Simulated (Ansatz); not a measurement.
Simulated powder pattern, Cu Kα, λ = 1.54184 Å (kinematic, ideal powder, no thermal factors, no anomalous dispersion; the 30 strongest lines at most, above 1 %, up to 2θ = 90°):

```json
[
 {"2θ (°)": "25.19", "d (Å)": "3.536", "I/Imax (%)": "3.5"},
 {"2θ (°)": "33.69", "d (Å)": "2.660", "I/Imax (%)": "27"},
 {"2θ (°)": "42.53", "d (Å)": "2.126", "I/Imax (%)": "100"},
 {"2θ (°)": "51.70", "d (Å)": "1.768", "I/Imax (%)": "13"},
 {"2θ (°)": "60.26", "d (Å)": "1.536", "I/Imax (%)": "24"},
 {"2θ (°)": "63.14", "d (Å)": "1.472", "I/Imax (%)": "9.5"},
 {"2θ (°)": "66.36", "d (Å)": "1.409", "I/Imax (%)": "3.3"},
 {"2θ (°)": "70.85", "d (Å)": "1.330", "I/Imax (%)": "3.2"},
 {"2θ (°)": "76.53", "d (Å)": "1.245", "I/Imax (%)": "15"},
 {"2θ (°)": "83.35", "d (Å)": "1.159", "I/Imax (%)": "18"}
]
```

The pattern belongs to a structure relaxed with PBE in the plane-wave PAW code Ansatz.

Which compound is it?
A. NiGe2, P6/mmm (Ni on 1a, Ge on 2d)
B. MgB2, P6/mmm (Mg on 1a, B on 2d)
C. AlP, CsCl type
D. SiNi, P6/mmm (Ni on 3f, Si on 1a, Si on 2d)

B, MgB2, P6/mmm (Mg on 1a, B on 2d)

Give the lattice parameters.

a = 3.072 Å, c = 3.536 Å.

The PBE relaxation kept the symmetry of its start.

Potentials: the later of the program's two PAW sets.
